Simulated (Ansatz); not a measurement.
Au₄S: start and end of a relaxation

Recipe of this trial structure of Au₄S: ordered vacancies on the anion sites of cuprite (P-43m, No. 215) (occupants of the shared sites, in ratio, S: 1, vacant: 1). Lengths were set from tabulated atomic sizes, so they are only a guess.

start.cif

```cif
data_structure
_symmetry_space_group_name_H-M 'P-43m'
_symmetry_Int_Tables_number 215
_cell_length_a 5.3763
_cell_length_b 5.3763
_cell_length_c 5.3763
_cell_angle_alpha 90.000
_cell_angle_beta 90.000
_cell_angle_gamma 90.000
_cell_volume 155.40
loop_
_atom_site_label
_atom_site_type_symbol
_atom_site_symmetry_multiplicity
_atom_site_Wyckoff_symbol
_atom_site_fract_x
_atom_site_fract_y
_atom_site_fract_z
_atom_site_occupancy
S1 S 1 a 0.00000 0.00000 0.00000 1
Au1 Au 4 e 0.25000 0.25000 0.25000 1
```

All numbers below come from DFT PBE, scalar-relativistic, plane waves, PAW (Ansatz 0.2.0). Cutoff 420 eV, Gaussian smearing, Γ-centred meshes. Cell and atoms relax first on a coarse mesh and then on a converged one. In between, the cell is made exact in the group found at 0.06 Å. The steps can't lower the symmetry of their start. No spin polarisation in the relaxation; trial moments died out in a coarse test.

end.cif

```cif
data_structure
_symmetry_space_group_name_H-M 'P-43m'
_symmetry_Int_Tables_number 215
_cell_length_a 4.6892
_cell_length_b 4.6892
_cell_length_c 4.6892
_cell_angle_alpha 90.000
_cell_angle_beta 90.000
_cell_angle_gamma 90.000
_cell_volume 103.11
loop_
_atom_site_label
_atom_site_type_symbol
_atom_site_symmetry_multiplicity
_atom_site_Wyckoff_symbol
_atom_site_fract_x
_atom_site_fract_y
_atom_site_fract_z
_atom_site_occupancy
S1 S 1 a 0.00000 0.00000 0.00000 1
Au1 Au 4 e 0.29097 0.29097 0.29097 1
```

The symmetry stays P-43m (No. 215). The volume per atom shrinks by 33.6 %, from 31.1 to 20.6 Å³. The shortest distance goes from 2.33 Å (Au–S) to 2.36 Å (Au–S). The energy falls by about 0.76 eV/atom (the start's value is from the coarse mesh).

| Item | Value |
| --- | --- |
| Volume per atom | 20.62 Å³ |
| Density | 13.20 g/cm³ |
| Formation energy | +0.041 eV/atom |
| Gap on the 8×8×8 mesh of the 5-atom cell | 0.32 eV |

Formation energies are uncorrected and refer to the elements' standard structures at the same level. It can't be a ground state, since the elements alone are lower.

The last run used Gaussian smearing of 0.02 eV. These runs have no spin–orbit coupling, which can matter for Au. Kohn–Sham gaps at this level usually fall short of measured ones. The reference form of S is held partly by dispersion forces, which this level lacks. Small gaps are read on the mesh alone, and bands can cross between its points. A later test with randomly moved atoms came back to the same energy, though modes that don't fit the test's cell weren't probed. In all, the 3 runs took 100 s on 1 thread of Intel(R) Xeon(R) Processor @ 2.70GHz, with other jobs on the host.
